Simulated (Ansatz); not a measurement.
KTaO3: ¹⁷O NMR of the central transition

Cell: a structure deposited in the COD, whose atoms a relaxation with PBE at fixed cell left in place.

```cif
data_structure
_symmetry_space_group_name_H-M 'P 1'
_symmetry_Int_Tables_number 1
_cell_length_a 3.9883
_cell_length_b 3.9883
_cell_length_c 3.9883
_cell_angle_alpha 90.000
_cell_angle_beta 90.000
_cell_angle_gamma 90.000
_cell_volume 63.44
loop_
_atom_site_label
_atom_site_type_symbol
_atom_site_fract_x
_atom_site_fract_y
_atom_site_fract_z
_atom_site_occupancy
K1 K 0.50000 0.50000 0.50000 1
Ta2 Ta 0.00000 0.00000 0.00000 1
O3 O 0.50000 0.00000 0.00000 1
O4 O 0.00000 0.50000 0.00000 1
O5 O 0.00000 0.00000 0.50000 1
```

Sites (sets of like atoms) are named by element and the number of their first atom in this list.

Level of theory: DFT, PBE, plane waves and PAW, scalar-relativistic, 420 eV cutoff, Γ-centred 5×5×5 k-points, Fermi–Dirac smearing 0.02 eV (Ansatz 0.2.0).

¹⁷O has I = 5/2 and Q = -25.58 mb (Pyykkö 2018); at 11.7 T its Larmor frequency is ν₀ = 67.6 MHz. Only the quadrupole interaction is simulated: positions count from each site's isotropic chemical shift, and J coupling is left out, as are shift anisotropy and dipolar coupling, which fast spinning averages.

Question: Simulate the second-order pattern (fast magic-angle spinning, Gaussian broadening 0.008 kHz) of site O (2 Ta at 1.99 Å, angle 180°; also 4 K at 2.82 Å).

Answer: The calculation gives C_Q = -1.36 MHz and η = 0.00, so ν_Q = 0.205 MHz and the centre of gravity lies at -2.45 ppm (-0.165 kHz).

```json
{"offset (kHz)": "-0.4279", "height": "0"}
{"offset (kHz)": "-0.4110", "height": "4"}
{"offset (kHz)": "-0.3941", "height": "6"}
{"offset (kHz)": "-0.3773", "height": "6"}
{"offset (kHz)": "-0.3604", "height": "7"}
{"offset (kHz)": "-0.3435", "height": "7"}
{"offset (kHz)": "-0.3266", "height": "7"}
{"offset (kHz)": "-0.3097", "height": "7"}
{"offset (kHz)": "-0.2928", "height": "8"}
{"offset (kHz)": "-0.2760", "height": "8"}
{"offset (kHz)": "-0.2591", "height": "85"}
{"offset (kHz)": "-0.2422", "height": "74"}
{"offset (kHz)": "-0.2253", "height": "54"}
{"offset (kHz)": "-0.2084", "height": "48"}
{"offset (kHz)": "-0.1915", "height": "45"}
{"offset (kHz)": "-0.1746", "height": "44"}
{"offset (kHz)": "-0.1578", "height": "44"}
{"offset (kHz)": "-0.1409", "height": "46"}
{"offset (kHz)": "-0.1240", "height": "49"}
{"offset (kHz)": "-0.1071", "height": "54"}
{"offset (kHz)": "-0.0902", "height": "65"}
{"offset (kHz)": "-0.0733", "height": "100"}
{"offset (kHz)": "-0.0565", "height": "92"}
{"offset (kHz)": "-0.0396", "height": "0"}
```

An axis of threefold or higher order runs through O, so V_zz lies along it and η is zero.

At this cell the PBE pressure is 5 GPa, so with PBE the cell would grow if it were relaxed. Without spin–orbit coupling the gradients at and beside Ta can be off by some per cent, at some sites by more.

The relaxation (1 step) took 3.6 s of wall time (3.6 s of CPU time) and 0.38 GiB at its peak, on 1 thread of Arm Neoverse V2 (aarch64; 28 cores open to the job, memory cap 3.0 GiB, no GPU), a shared host with a load of 0.8 a core.
